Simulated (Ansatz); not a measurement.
**Structure relaxation, Hf**

The start is a relaxed Hf cell, doubled along one cell vector, shaken by Gaussian noise of σ = 0.08 Å a coordinate. Cell shape, volume and atoms are optimised at zero target pressure with r2SCAN (plane waves to 500 eV, PAW, scalar-relativistic; Ansatz, a first-principles code). The first steps use a coarse 6×11×11 k-mesh.

Input geometry:
```
Hf
1.0
    5.78878     0.00000     0.00000
    0.00000     2.89439     0.00000
    0.00000     0.00000     2.89439
Hf
2
Direct
  0.24087   0.53288   0.46899
  0.74117   0.47245   0.49047
```

**Question.** Which atoms feel the largest initial force, and how large is it?

**Answer.** 0.35 eV/Å, on Hf1, Hf2 (atoms numbered as listed).

**Question.** By how much does the energy per atom fall from start to end?

**Answer.** 1.10 eV/atom.

**Question.** How does the volume per atom move from start to end?

**Answer.** -7.5 %, from 24.25 to 22.44 Å³/atom.

**Question.** Does it find its way back to the structure it was made from?

**Answer.** It does not go back: it reaches Fm-3m (No. 225), fcc (Cu type), 1.12 eV/atom below the parent.

**Question.** Is the relaxed structure metallic? Give its gap.

**Answer.** Zero (metallic).

**Question.** Write out the relaxed structure.

**Answer.** 
```cif
data_Hf4
_chemical_formula_sum 'Hf4'
_space_group_name_H-M_alt 'Fm-3m'
_space_group_IT_number 225
_space_group_name_Hall '-F 4 2 3'
_cell_length_a 4.47722
_cell_length_b 4.47722
_cell_length_c 4.47722
_cell_angle_alpha 90.000
_cell_angle_beta 90.000
_cell_angle_gamma 90.000
loop_
_atom_site_label
_atom_site_type_symbol
_atom_site_symmetry_multiplicity
_atom_site_Wyckoff_symbol
_atom_site_fract_x
_atom_site_fract_y
_atom_site_fract_z
_atom_site_occupancy
Hf1 Hf 4 a 0.00000 0.00000 0.00000 1
```
(The calculation used a cell of 1 atom; values per cell refer to that cell.)

Final values are on a 18×18×18 k-mesh of the relaxed cell. No spin polarisation in the result.

The run could not lose the symmetry of its start, so the end can be a saddle point.

The relaxed structure here is a generated cell of Hf: the first start was made by placing the elements on the sites of a structure type, and the end was not matched to a known phase here, so it may be hypothetical. Known forms of Hf include space group No. 194.
